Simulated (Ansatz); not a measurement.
MoP in space group P-6m2 (No. 187; Mo on 1a, P on 1d) at seven volumes, plane-wave PAW LDA (Ansatz code), shape and atoms relaxed at each. One row is withheld.

```csv
V (Å³/atom),P (GPa)
12.670,27.90
13.087,17.09
13.505,7.87
13.923,0.00
14.340,?
14.758,-12.42
15.176,-17.27
```

### Question
Fit the shown pressures and predict the withheld one.

### Answer
Third-order Birch–Murnaghan: P = (3/2)B₀(x^(7/2) − x^(5/2))[1 + (3/4)(B′ − 4)(x − 1)] with x = (V₀/V)^(2/3). Least squares on the six rows gives V₀ = 13.923 Å³/atom, B₀ = 241.4 GPa, B′ = 4.30. At V = 14.340, x = 0.9805 and P = -6.69 GPa. The run itself gave -6.71 GPa.

The LDA relaxation kept the symmetry of its start. No spin polarisation was allowed.

Potentials: the earlier of the program's two PAW sets. The files were generated under PBE; for other functionals the program regenerates the frozen cores, and for LDA and PBEsol the local potential too.
